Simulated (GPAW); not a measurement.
NbTe and the effect of the functional

```cif
data_structure
_symmetry_space_group_name_H-M 'Pm-3m'
_symmetry_Int_Tables_number 221
_cell_length_a 3.4257
_cell_length_b 3.4257
_cell_length_c 3.4257
_cell_angle_alpha 90.000
_cell_angle_beta 90.000
_cell_angle_gamma 90.000
_cell_volume 40.20
loop_
_atom_site_label
_atom_site_type_symbol
_atom_site_symmetry_multiplicity
_atom_site_Wyckoff_symbol
_atom_site_fract_x
_atom_site_fract_y
_atom_site_fract_z
_atom_site_occupancy
Nb1 Nb 1 b 0.50000 0.50000 0.50000 1
Te1 Te 1 a 0.00000 0.00000 0.00000 1
```

The cell comes from a database or a generator and needn't be the stable form of this composition.

Kept alike: task band structure; k mesh 8 × 8 × 8; occupations fermi-dirac, width 0.05 eV; no spin polarisation. Program: GPAW, potentials by row: PAW data sets generated for this functional (BLYP, PBEsol, PW91); the program's PAW data sets (release 1.2.1) made for this functional (LDA, RPBE); GPAW PAW data sets (gpaw-data 1.2.1) (PBE, SCAN on files made for PBE, TPSS on files made for PBE), cutoff 600 eV. The mesh is that of the run's cell of 2 atoms. No spin-orbit coupling.

| functional | pressure (GPa) |
| --- | --- |
| BLYP | 7.36 |
| LDA | -8.72 |
| PBE | -1.03 |
| PBEsol | -6.15 |
| PW91 | -0.58 |
| RPBE | 1.31 |
| SCAN | -4.08 |
| TPSS | -3.01 |

Pressure is positive in compression; the values hold the error of the finite cutoff, so their zero can differ a little from the energy's minimum. For a metal such a mesh leaves the last digits unconverged. Runs of this series that gave no sound value for these columns are left out.

**Question.** What does the functional change here?

**Answer.** The pressure runs from -8.72 (LDA) to 7.36 GPa (BLYP). From PBE: BLYP +8.39; LDA -7.69; PBEsol -5.12; PW91 +0.45; RPBE +2.34; SCAN -3.05; TPSS -1.98. A positive pressure means that the functional's own cell is larger than the one given, a negative one that it is smaller.
